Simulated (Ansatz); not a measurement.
## Al: stationary points along a deformation path

The calculation used Ansatz, DFT PBEsol, scalar-relativistic, plane waves, PAW. Settings: plane waves to 420 eV, k-mesh 22×22×22 (Γ-centred), Gaussian smearing 0.15 eV. No spin polarisation. Energies are free energies at this smearing, counted from the undisturbed cell; pressure is positive in compression.

The starting cell (as given, not relaxed at this level; it stands at -1.9 GPa):

```
Al
1.0
     0.00000    2.02398    2.02398
     2.02398    0.00000    2.02398
     2.02398    2.02398    0.00000
Al
1
Direct
  0.00000 0.00000 0.00000
```

At fixed volume and fractional coordinates, lengths along (0.000, 0.000, 1.000) are scaled against those across it; ρ is that ratio over its starting value. V = 16.582 Å³/atom. Δσ is the stress along the axis less the mean stress across it (compression positive).

```
    ρ  ΔE (meV/atom)  Δσ (GPa) space group
0.650           89.6     -2.10       I4/mmm
0.707           96.0      0.00        Im-3m
0.780           83.2      4.42       I4/mmm
0.850           45.1      7.06       I4/mmm
0.920           13.5      4.38       I4/mmm
0.960            3.5      2.20       I4/mmm
1.000            0.0      0.00        Fm-3m
1.050            5.4     -2.66       I4/mmm
1.100           17.9     -5.19       I4/mmm
1.200           69.8    -12.12       I4/mmm
1.300          155.8    -19.09       I4/mmm
1.414          294.9    -29.01       I4/mmm
1.500          423.4    -34.02       I4/mmm
```

Question: How does the stress give the slope of the energy, and where is the energy stationary?

Answer: Along the path d ln(length) is 2/3 d ln ρ on the axis and −1/3 d ln ρ across it, so dE/d ln ρ = −(2/3) V Δσ: the energy falls with ρ where Δσ is positive. Δσ vanishes or changes sign at ρ = 0.707 (Im-3m), a maximum at 96.0 meV/atom; at ρ = 1.000 (Fm-3m), a minimum at 0.0 meV/atom. Pairs of stationary points between two samples would go unseen, and could change a minimum read from distant neighbours into a maximum. At ρ = 0.707, 1.000 the cell is cubic, where symmetry alone makes the stress isotropic and the slope zero.

Question: Which shear constant sets the curvature at ρ = 1?

Answer: For a cubic crystal E/V = (2/3) C (ln ρ)² with C = C′ = (C11 − C12)/2, so Δσ = −2C ln ρ. The parabola of Δσ against ln ρ through ρ = 0.960, 1 and 1.050 gives C ≈ 27 GPa with the ions clamped, rough because the steps are large. It is the stress–strain coefficient at this cell's pressure of -1.9 GPa, not the zero-pressure constant.

Question: Integrate that slope from ρ = 1 to 0.850 by the trapezoid rule.

Answer: With V/N in Å³ and 1 eV/Å³ = 160.2 GPa the slopes at ρ = 1.000, 0.960, 0.920, 0.850 are 0, -152, -302, -487 meV/atom per unit of ln ρ. The steps add 3.1 + 9.7 + 31.2 = 44.0 meV/atom, against 45.1 from the energies; the trapezoid rule misses the curvature of the slope within each step.

In a metal these slopes depend on the k mesh and the smearing.

Cost: 13 runs of about 1.8 core-minutes in all, on Arm Neoverse N1 (shared hosts).